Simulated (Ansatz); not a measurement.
The start is a relaxed GaCuSe2 cell with every coordinate shifted by Gaussian noise of σ = 0.45 Å. The cell and all atomic positions are relaxed at zero pressure with r2SCAN (plane waves to 500 eV, PAW, scalar-relativistic; Ansatz, a quantum-chemistry and plane-wave program). First-step values are on the input's coarse k-mesh.

Ansatz input (later rounds restart from its end on a renewed k-mesh):
Ansatz 0.2 input:
```yaml
crystal:
  lattice:
    - [-2.8039043859, 2.8039043859, 5.5482438266]
    - [2.8039043859, -2.8039043859, 5.5482438266]
    - [2.8039043859, 2.8039043859, -5.5482438266]
  atoms:
    - { symbol: Cu, position: [0.7927193587, 0.1971693418, 0.564999563] }
    - { symbol: Cu, position: [0.0061684713, 0.0979837551, 0.05309489] }
    - { symbol: Ga, position: [0.2921113619, 0.6189180891, 0.5209875499] }
    - { symbol: Ga, position: [0.4243188826, 0.5600494192, 0.0119661628] }
    - { symbol: Se, position: [0.1332654892, 0.2443598331, 0.4982046181] }
    - { symbol: Se, position: [0.5569050004, 0.5907443119, 0.4229343896] }
    - { symbol: Se, position: [0.4811576694, 1.0031496788, 0.1248310658] }
    - { symbol: Se, position: [0.8317465751, 0.3232201184, 0.9417981796] }
basis: { ecutwfc: 500, ecutrho_ratio: 4, xc_grid: 4, fft_grid_basis: typed }
kpoints: { mp_grid: { grid: [5, 5, 6] } }
hamiltonian:
  xc: r2scan
  dispersion: none
  pseudopotentials: { azcp: { folder: ./paw }, kind: paw }
scf: { occupations: { method: fermi_dirac, width: 0.05 } }
relax: { f_tol: 0.01, max_steps: 100, cell: { stress_tol: 0.02 } }
output: { forces: true, stress: true }
```

Problem. Does it find its way back to the structure it was made from?

Solution. It relaxes back to the parent, I-42d (No. 122).

Problem. How do the shortest distances between atoms change?

Solution. The closest pairs of elements (up to four, under 3.6 Å), start → end: Cu–Se 1.84 → 2.41 Å; Ga–Se 2.10 → 2.43 Å; Cu–Ga 2.80 → 3.94 Å; Cu–Cu 3.10 → 3.94 Å.

Problem. What band gap does the relaxed structure have at this level?

Solution. 0.57 eV, direct at Γ (no spin-orbit coupling).

It ends as:

Space group I-42d (No. 122); a = b = 5.608 Å, c = 11.098 Å, α = β = γ = 90.00°

| atom | site | symmetry | x | y | z |
|---|---|---|---|---|---|
| Cu | 4a | -4.. | 0.0000 | 0.0000 | 0.0000 |
| Ga | 4b | -4.. | 0.0000 | 0.0000 | 0.5000 |
| Se | 8d | .2. | 0.2464 | 0.2500 | 0.1250 |
(The calculation used a cell of 8 atoms; values per cell refer to that cell.)

Final values are on a 8×8×8 k-mesh of the relaxed cell. The start holds a very short contact (Cu–Se 1.84 Å). No spin polarisation in the result.
